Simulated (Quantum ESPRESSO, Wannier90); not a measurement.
Wannierisation of CsCl (CsCl type)

```
CELL_PARAMETERS angstrom
      4.14370     0.00000     0.00000
      0.00000     4.14370     0.00000
      0.00000     0.00000     4.14370
ATOMIC_POSITIONS crystal
  Cs 0.00000 0.00000 0.00000
  Cl 0.50000 0.50000 0.50000
```

Cell from Materials Project (mp-22865), symmetrised, no further relaxation. COD (Crystallography Open Database) has the formula in 2 space groups, this one among them (matched by group alone). Method: PBEsol plane waves in Quantum ESPRESSO 7.5 (PseudoDojo norm-conserving files, 47 Ry, no spin polarisation, no spin-orbit coupling), Bloch states on a 6×6×6 mesh through Γ, Wannier90 4.0.1. Density: 8×8×8 mesh, cold smearing 0.01 Ry. Spin-orbit coupling is left out although heavy elements are present.

Functional, cutoff and mesh named above are those of the base row (6×6×6); the first column says what each row takes instead. Model: 4 functions from bands 2,6-8, start SCDM (isolated) (the valence bands). Energies are relative to the valence-band maximum; the misfit is to pw.x on a path, for all bands of the set. Only the mesh of Bloch states changes. Ω_total can sit in another minimum from row to row; Ω_I of an isolated set cannot. A star marks runs that hit the step limit.

### Question
Among the meshes 2×2×2, 3×3×3, 4×4×4, 5×5×5, 6×6×6, 7×7×7, which is the coarsest that interpolates to 20 meV rms?

### Answer
4×4×4.

```
mesh   Ω_I (Å²)  Ω_total (Å²)  rms misfit (meV)  k-points (cost)  rough cost of nscf and overlaps (first row = 1)
-----  --------  ------------  ----------------  ---------------  -----------------------------------------------
2×2×2      3.84          4.54                50                8                                              1.0
3×3×3      4.58          5.30                21               27                                              1.7
4×4×4      4.86          5.59               3.9               64                                              2.7
5×5×5      5.00         5.73*               1.9              125                                                5
6×6×6      5.08          5.81               0.5              216                                                8
7×7×7      5.13          5.85               0.2              343                                               14
```

Ω_I still rises with the mesh: the finite-difference spreads converge slowly and from below.
